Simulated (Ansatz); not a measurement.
Start of a relaxation of CrPtC6N6:

```yaml
crystal:
  lattice:
    - [0.00000, 5.11550, 5.11550]
    - [5.11550, 0.00000, 5.11550]
    - [5.11550, 5.11550, 0.00000]
  atoms:
    - { symbol: Cr, position: [0.00000, 0.00000, 0.00000] }
    - { symbol: Pt, position: [0.50000, 0.50000, 0.50000] }
    - { symbol: C, position: [0.81058, 0.18942, 0.18942] }
    - { symbol: C, position: [0.18942, 0.81058, 0.18942] }
    - { symbol: C, position: [0.18942, 0.18942, 0.81058] }
    - { symbol: C, position: [0.18942, 0.81058, 0.81058] }
    - { symbol: C, position: [0.81058, 0.18942, 0.81058] }
    - { symbol: C, position: [0.81058, 0.81058, 0.18942] }
    - { symbol: N, position: [0.69622, 0.30378, 0.30378] }
    - { symbol: N, position: [0.30378, 0.69622, 0.30378] }
    - { symbol: N, position: [0.30378, 0.30378, 0.69622] }
    - { symbol: N, position: [0.30378, 0.69622, 0.69622] }
    - { symbol: N, position: [0.69622, 0.30378, 0.69622] }
    - { symbol: N, position: [0.69622, 0.69622, 0.30378] }
```

The calculation used DFT PBE, scalar-relativistic, plane waves, PAW in Ansatz 0.2.0. Cutoff 420 eV, Gaussian smearing, Γ-centred meshes. Cell and atoms relax first on a coarse mesh and then on a finer one. In between, the cell is made exact in the group found at 0.06 Å. In metals the finer mesh still leaves noise of several meV/atom or more. The steps can't lower the symmetry of their start. Collinear spin, starting moments Cr 3.0 μB.

A guess keeps its type if space group and coordination stay and the shape of the cell changes little (axis ratios within about 15 %, angles within 6°); the volume may change.

Problem. Does it keep its structure type, or change into something else?

Solution. It keeps its type. The symmetry stays Fm-3m (No. 225). The volume per atom grows by 1.7 %, from 19.1 to 19.4 Å³. The shortest distance stays 1.17 Å (C–N). Counting neighbours within 15 % of an atom's shortest distance, the start has C 1, Cr 6, N 1, Pt 6 and the end C 1, Cr 6, N 1, Pt 6.

The last run used collinear spin, a 6×6×6 mesh for its 14-atom cell and Gaussian smearing of 0.10 eV. Spin–orbit coupling, which can matter for Pt, is left out. Another magnetic order may lie lower. Symmetry constrained the relaxation, so the result can be a saddle point.
